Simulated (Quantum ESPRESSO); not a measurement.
## One change at a time to AlMo2Sn2W2Zr

Calculated results; nothing here was measured. They come from Quantum ESPRESSO 7.5, a public plane-wave density functional program. Each row is one single-point run on a made-up periodic cell of eight metal atoms, with elements, volume, strain and displacements drawn at random and not relaxed, so a cell may be unstable or far from any real phase. There is no spin polarisation or spin-orbit coupling.

Settings: PBE unless stated; PseudoDojo standard norm-conserving files; Fermi-Dirac width 0.25 eV, which means electrons at about 2900 K; cutoff 1088 eV; 8 x 5 x 3 k mesh shifted half a step off Gamma. E is the free energy of the whole cell (internal energy minus TS), so a -TS column is already part of it. Stress is positive in tension, and the pressure P is minus a third of its trace.

Checks: one run of this series was repeated at a higher cutoff and on a denser mesh, which moved values by no more than 0.005 eV, 0.08 GPa and 0.012 eV/Å, and a second program with other atomic files agreed on it to 2 % rms in force and 0.5 GPa in pressure. Known limits: the tin pseudopotential is less sure than most, with forces differing by about three percent from a second method on plain tin; heavy elements are run without spin-orbit coupling, which real alloys of them have; a spin test at this wide smearing found no moment, but such smearing suppresses magnetism that the real alloy may have.

The lattice is hexagonal close-packed, and the cell vectors in Å are (2.933, -0.008, 0.011); (-0.014, 5.131, 0.055); (0.036, 0.106, 9.937), a volume of 149.54 Å³ in run 1. The elements on sites 1 to 8 are Mo W Zr Sn Al W Mo Sn. Each later run makes one change to run 1 and keeps the rest. E is counted from run 1, and is n/a where other atomic files have another zero of energy.

```
run,change,V (Å³),P (GPa),-TS (eV),rms force (eV/Å),largest change of a force component (eV/Å),E (eV)
1,none,149.54,-1.25,-1.581,0.724,0.000,0.000
2,sites 4 and 7 exchanged,149.54,-4.26,-1.618,0.785,1.794,-0.985
3,all lengths scaled by +0.91 %,153.66,-4.99,-1.636,0.674,0.148,?
4,LDA in place of PBE,149.54,-9.90,-1.599,0.675,0.191,n/a
5,Ga on site 2,149.54,0.66,-1.449,0.733,1.074,n/a
6,site 6 moved by -0.18 Å along z,149.54,-0.38,-1.633,0.768,0.954,0.118
```

## Worked estimate

Along a uniform scaling dE = -P dV. The mean of the two pressures is -3.120 GPa and the volume changes by 4.12 Å³, with 160.2 GPa to one eV/Å³. The same two rows give -V dP/dV = 138 GPa for this cell with clamped atoms, which is not the bulk modulus of a real alloy.

## Withheld value

Question: what E should run 3 give?

The estimate is 0.080 eV. The calculation gave 0.081 eV.
